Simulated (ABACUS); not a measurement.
Consider a self-consistent single point of GeTe(PbSe)₂ (P3m1, 6 atoms in the cell; from Materials Project mp-1224368, changed as shown).

```xyz
6
Lattice="4.3205 0.0000 0.0000 -2.1603 3.7417 0.0000 0.0000 0.0000 10.9423" Properties=species:S:1:pos:R:3 pbc="T T T"
Ge     0.0000     0.0000     0.0678
Te     2.1603     1.2472     9.4612
Pb     2.1603     1.2472     3.4284
Pb     0.0000     2.4945     7.1586
Se     0.0000     2.4945     1.7548
Se     0.0000     0.0000     5.4846
```

All values come from this method and carry its errors: LDA (PW92), numerical atomic orbitals DZP (confined pseudo-atomic orbitals with Gaussian additions; energy shift 0.01 Ry), PseudoDojo 0.4 standard norm-conserving LDA (tails mended) pseudopotentials run with ABACUS.

ABACUS settings:

```
setting                                                               value
---------------  ----------------------------------------------------------
basis                   DZP numerical atomic orbitals, energy shift 0.01 Ry
KPT                                                       Gamma 7 7 3 0 0 0
basis_type                                                             lcao
dft_functional                                                        PWLDA
ecutwfc                                                              100 Ry
smearing_method                                                          fd
smearing_sigma                                                0.00146997 Ry
potentials       PseudoDojo 0.4 standard norm-conserving LDA (tails mended)
symmetry                                                                  1
symmetry_prec                                                         1e-05
ks_solver                                                           genelpa
scf_nmax                                                                100
scf_thr                                                             1.0e-07
mixing_type                                                         broyden
mixing_beta                                                             0.4
```

Results:

Number of valence electrons: 90
Number of bands: 55
Number of k-points after the program's reduction: 20
Size of the basis: 150
Number of SCF iterations: 12
Free energy E − TS: -15693.0050 eV
Pressure: -4.80 GPa
Largest force (vector length): 0.143 eV/Å

Forces (eV/Å):
| atom | Fx | Fy | Fz |
|---|---|---|---|
| Ge1 | 0.000 | 0.000 | -0.028 |
| Te2 | 0.000 | 0.000 | -0.021 |
| Pb3 | 0.000 | 0.000 | -0.065 |
| Pb4 | 0.000 | 0.000 | -0.131 |
| Se5 | 0.000 | 0.000 | 0.143 |
| Se6 | 0.000 | 0.000 | 0.103 |

Stress (GPa, positive for compression):
```
-4.65   0.00   0.00
 0.00  -4.65   0.00
 0.00   0.00  -5.11
```

For comparison: a first run was changed to give this one (lattice vector c scaled by 1.01), and from it to this one the free energy rises by 8.7 meV/atom, the pressure goes from -4.36 to -4.80 GPa and the largest force goes from 0.117 to 0.143 eV/Å.

Spin-orbit coupling is left out, which matters for bands and gaps with elements this heavy. The atom-centred basis is finite, which shifts total energies, pressures and forces against plane waves. The structure comes from a collection of computed structures, made at another level of theory; the collection holds predicted forms beside known ones.

Cost on one core: about 27 core-seconds (a rough figure).

The atomic orbitals were generated for these runs; they are not ABACUS's published sets and were checked against plane waves on a few crystals only.

“Tails mended”: in these copies of the files the far tail of each local potential was reset to the Coulomb form.
